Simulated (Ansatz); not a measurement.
Input file for Ansatz (a program for electronic structure):

Ansatz 0.2 input:
```yaml
crystal:
  lattice:
    - [3.9713434914, 0.0, 0.0]
    - [0.0, 3.9713434914, 0.0]
    - [0.0, 0.0, 3.9713434914]
  atoms:
    - { symbol: Zr, position: [0.0, 0.0, 0.0] }
    - { symbol: Pt, position: [0.5, 0.5, 0.0] }
    - { symbol: Pt, position: [0.0, 0.5, 0.5] }
    - { symbol: Pt, position: [0.5, 0.0, 0.5] }
kpoints:
  mp_grid: { grid: [22, 22, 22] }
hamiltonian:
  xc: lda
  pseudopotentials: { kind: paw }
scf:
  occupations: { method: fermi_dirac, width: 0.1 }
elastic: { mode: relaxed_ion, stencil: two_point, amplitude: 0.005, f_tol: 0.0005 }
```

Output (shortened):

```
Pseudopotential: Zr, paw, valence charge 12
Pseudopotential: Pt, paw, valence charge 18
Functional definition: SPW92
Crystal: 4 atoms, lattice volume = 62.634 Å³
Basis set: ecut = 420 eV, 1237 PW (Γ)
Bands: 40, of which v1, the nominal top of the filled ones, is band 33 counted from 1 (32 counted from 0)
Symmetry: 48 space group operations
Space group: Pm-3m (ITA 221), of the structure as read, at distance tolerance 4.0e-5 Å
k-points: 364 of 10648
SCF 1 converged in 10 iterations: F = -40816.745248 eV  dr2 = 2.99e-14
Crystal: 4 atoms, lattice volume = 62.321 Å³
Basis set: ecut = 420 eV, 1213 PW (Γ)
Symmetry: 16 space group operations
k-points: 936 of 10648
SCF 2 converged in 11 iterations: F = -40816.743246 eV  dr2 = 7.99e-15
Crystal: 4 atoms, lattice volume = 62.947 Å³
SCF 3 converged in 8 iterations: F = -40816.743386 eV  dr2 = 1.11e-14
Crystal: 4 atoms, lattice volume = 62.634 Å³
Basis set: ecut = 420 eV, 1225 PW (Γ)
Symmetry: 8 space group operations
k-points: 1596 of 10648
SCF 4 converged in 9 iterations: F = -40816.744550 eV  dr2 = 4.80e-14
Crystal: 4 atoms, lattice volume = 62.634 Å³
SCF 5 converged in 8 iterations: F = -40816.744550 eV  dr2 = 8.60e-15
SCF converged after 10 iterations
Free energy (F): -40816.745248 eV
Harris-Foulkes:  -40816.745248 eV  (|F-HF|=0.00e0)
Internal energy: -40816.727797 eV  (E = F + TS)
E sigma→0 (E₀):  -40816.736522 eV
Entropy (-TS):   -0.017451 eV (-4.363 meV/atom)
Fermi energy:    22.836839 eV
--- Per-component energies (eV) ---
  E_band       = -471.879866
  E_kinetic    = 2257.459292
  E_local      = -5215.381615  (includes V_loc(G=0)·N_el)
  E_nonlocal   = 700.693068
  E_hartree    = 1930.168933
  E_xc         = -947.295930
  E_vxc        = -1106.157164  (∫ρ·V_xc dr)
  E_paw        = -30381.889838  (= ΣΔE_a)
  E_vpaw       = -968.831878  (= ΣTr[D̂ρ^β])
  E_aug_tail   = 0.000555  (compensation charges beyond the density's cutoff)
  E_ewald      = -9162.244272
  E_core_change = 1.762009  (= ΣΔE_core)
  E_smearing   = -0.017451  (= −TS)
  E_closure    = 0.000000  (closes the sum)
  Σ components = -40816.745248   (vs F -40816.745248, Δ=0.00e0)
--- Forces (eV/Å), atoms counted from 1 ---
  atom   1  Zr     0.00000000     0.00000000     0.00000000
  atom   2  Pt     0.00000000     0.00000000     0.00000000
  atom   3  Pt     0.00000000     0.00000000     0.00000000
  atom   4  Pt     0.00000000     0.00000000     0.00000000
  max |Σ_I F_I| component: 0.0 eV/Å
--- Stress (GPa, compression-positive) ---
        0.027446       0.000000       0.000000
        0.000000       0.027446       0.000000
        0.000000       0.000000       0.027446
  P = ⅓ Tr σ = 0.0274 GPa (0.274 kbar)
--- Band table (eV; the first three rows and the last of 364) ---
  k-point 0: bands = ["-76.5658", "-76.5382", "-76.5382", "-30.8259", "-30.8259", "-30.8259", "-30.6891", "-30.6891", "-30.6891", "-30.5237", "-30.5237", "-30.5237", "-26.9107", "-5.0108", "-5.0108", "-5.0108", "12.5896", "15.2348", "15.2348", "15.5226", …
  k-point 1: bands = ["-76.5657", "-76.5384", "-76.5382", "-30.8251", "-30.8251", "-30.8248", "-30.6894", "-30.6894", "-30.6892", "-30.5251", "-30.5243", "-30.5243", "-26.9103", "-5.0133", "-5.0112", "-5.0112", "12.6184", "15.2512", "15.2575", "15.5397", …
  k-point 2: bands = ["-76.5653", "-76.5387", "-76.5382", "-30.8228", "-30.8228", "-30.8214", "-30.6900", "-30.6900", "-30.6894", "-30.5295", "-30.5260", "-30.5260", "-26.9093", "-5.0205", "-5.0123", "-5.0123", "12.7043", "15.2990", "15.3251", "15.5906", …
  k-point 363: bands = ["-76.5474", "-76.5474", "-76.5474", "-30.8556", "-30.8339", "-30.8339", "-30.8339", "-30.5918", "-30.5918", "-30.5918", "-30.5021", "-30.5021", "-26.9019", "-5.0611", "-5.0611", "-5.0611", "14.9960", "14.9960", "14.9960", "15.8684", …
--- Elastic constants: 2 strain directions × 2 members + reference (group order 48) ---
  dense FFT box of the reference and of every strained cell: 27×27×27
  strains applied: 11, 23; error gains: componentwise 1.00 (the most a stress slope's error grows in a printed constant), spectral 1.73 (1 for all six strains …
  C = ∂σ_k/∂η_j (tension-positive GPa; Voigt order 11 22 33 23 13 12):
       394.970    200.957    200.957      0.000      0.000      0.000
       200.957    394.970    200.957      0.000      0.000      0.000
       200.957    200.957    394.970      0.000      0.000      0.000
         0.000      0.000      0.000    142.579      0.000      0.000
         0.000      0.000      0.000      0.000    142.579      0.000
         0.000      0.000      0.000      0.000      0.000    142.579
  reference stress σ⁰ (GPa):     -0.027     -0.027     -0.027      0.000      0.000      0.000
  moduli (Voigt/Reuss/Hill, GPa): K = 265.63/265.63/265.63   G = 124.35/120.02/122.19   E = 317.83   ν = 0.301
  mechanically stable: yes (min eigenvalue of sym C = 142.58 GPa)
  strain η (Voigt 11):  stress-route row diagonal C_11 = 394.97 GPa, energy-path curvature d²(F+E_count+ΔE)/dδ²/Ω₀ = 394.95 GPa
         δ    σ_11 (GPa)             F (eV)   n_scf  n_hpsi   n_pw
    -5.000e-3      -2.0298      -40816.7432458      11  757449   1243   relax 0 steps, max|allowed force component| 0.0 eV/Å
     5.000e-3       1.9199      -40816.7433864       8  606989   1253   relax 0 steps, max|allowed force component| 0.0 eV/Å
  strain η (Voigt 23):  stress-route row diagonal C_44 = 142.58 GPa, energy-path curvature d²(F+E_count+ΔE)/dδ²/Ω₀ = 142.58 GPa
         δ    σ_23 (GPa)             F (eV)   n_scf  n_hpsi   n_pw
    -5.000e-3      -0.7129      -40816.7445501       9  1140113   1249   relax 0 steps, max|allowed force component| 0.0 eV/Å
     5.000e-3       0.7129      -40816.7445501       8  957764   1249   relax 0 steps, max|allowed force component| 0.0 eV/Å
```

Cost: very roughly 12 core-minutes on shared cores.

The first step of the workflow began from a Materials Project structure, measured or hypothetical; the Crystallography Open Database files this formula in space group No. 221, but the cells were not matched. Its standing as an ambient phase is unchecked. The LDA relaxation kept the symmetry of its start; whether a distortion lowers the energy is not shown. The run is not spin-polarised. As this level gives no gap, shear constants depend on the k-mesh and smearing (Fermi–Dirac, 0.1 eV here). Spin–orbit coupling is left out wherever it is not named.

Potentials: the later of the program's two PAW sets.

Ansatz is a plane-wave DFT program.
